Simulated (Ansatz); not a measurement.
**SnO₂: tetragonal deformation path**

Level of theory: DFT r2SCAN, scalar-relativistic, plane waves, PAW (Ansatz). The runs took a 500 eV cutoff, a Γ-centred 6×6×10 mesh and Gaussian smearing (0.05 eV). No spin polarisation. Energies are free energies at this smearing, counted from the undisturbed cell; pressure is positive in compression.

Reference structure (relaxed at this level):

```
CELL_PARAMETERS angstrom
4.76022 0.00000 0.00000
0.00000 4.76022 0.00000
0.00000 0.00000 3.20057
ATOMIC_POSITIONS crystal
Sn 0.00000 0.00000 0.00000
Sn 0.50000 0.50000 0.50000
O 0.30589 0.30589 0.00000
O 0.19411 0.80589 0.50000
O 0.69411 0.69411 0.00000
O 0.80589 0.19411 0.50000
```

At fixed volume and fractional coordinates, lengths along (0.000, 0.000, 1.000) are scaled against those across it; ρ is that ratio over its starting value.

| ρ | ΔE (meV/atom) | pressure (GPa) | gap on the mesh (eV) |
| --- | --- | --- | --- |
| 0.800 | 350.9 | ? | ? |
| 0.850 | 178.7 | 10.6 | 2.29 |
| 0.920 | 44.4 | ? | ? |
| 0.960 | 10.3 | 1.9 | 1.91 |
| 1.000 | 0.0 | 0.0 | 1.77 |
| 1.050 | 13.6 | -1.5 | 1.63 |
| 1.100 | 49.9 | -2.2 | 1.54 |
| 1.200 | 169.4 | -1.4 | 1.56 |
| 1.300 | 328.5 | 1.9 | 1.69 |

Q: Give the withheld values.

A: pressure (GPa) at ρ = 0.800: 16.4; gap on the mesh (eV) at ρ = 0.800: 2.39; pressure (GPa) at ρ = 0.920: 4.4; gap on the mesh (eV) at ρ = 0.920: 2.06.